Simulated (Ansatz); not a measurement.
C:
```
C
1.0
   -0.83483    -0.52082    -4.69383
   -1.10749    -4.20655     0.00000
   -3.77080     0.00000     0.00000
C
8
Cartesian
 -4.07948  -4.20021  -1.36154
 -4.55250  -2.55259  -2.95328
 -2.01434  -0.98075  -1.05596
 -1.20167  -1.97182  -0.49402
 -3.15549  -2.12042  -3.07143
 -1.91282  -2.53589  -3.74006
 -4.61597  -2.90941  -1.47343
 -2.83492  -1.11981  -2.15637
```

Relaxed with LDA. Special points in fractions of this cell's reciprocal vectors: Γ (0.000, 0.000, 0.000); X (0.500, 0.000, 0.000); Y (0.000, 0.500, 0.000); Z (0.000, 0.000, 0.500); R (0.500, 0.500, 0.500); T (0.000, 0.500, 0.500); U (0.500, 0.000, 0.500); V (0.500, 0.500, 0.000).

List the band energies nearest the Fermi level at these points for LDA (plane waves, PAW; program Ansatz).

In eV from the Fermi level; about four levels below and three above (degenerate sets whole), none deeper than 8.9 eV; points with the same levels are listed once.

```csv
k,below,above
Γ,-4.74 -3.11 -2.90 -0.90,0.33 1.51 3.25
X,-4.69 -3.25 -2.22 -1.30,0.34 2.28 2.86
Y,-4.49 -3.84 -2.87 -0.01,1.33 1.94 2.83
Z,-4.02 -3.56 -1.84 -1.02,1.14 3.47 3.94
R,-4.50 -2.74 -1.45 -0.72,0.49 1.95 4.32
T,-3.99 -2.58 -1.41 -0.78,0.73 1.73 3.73
U,-5.12 -2.98 -2.29 -1.23,1.11 3.33 3.60
V,-4.88 -3.13 -2.97 -0.19,0.59 2.26 3.36
```

Space group P1. The start of the workflow was typed in or built on a structure type; neither database checked (COD, Materials Project) lists it. It is not the phase usual at ambient conditions (space group No. 194, 227). The cell was relaxed with LDA; its stability against distortions is not shown here. The volume moved by -16 % from the start of the relaxation. The Fermi level of a semimetal is unsure by some 0.05 eV on such meshes.

Potentials: the earlier of the program's two PAW sets. The files were generated under PBE; for other functionals the program regenerates the frozen cores, and for LDA and PBEsol the local potential too.
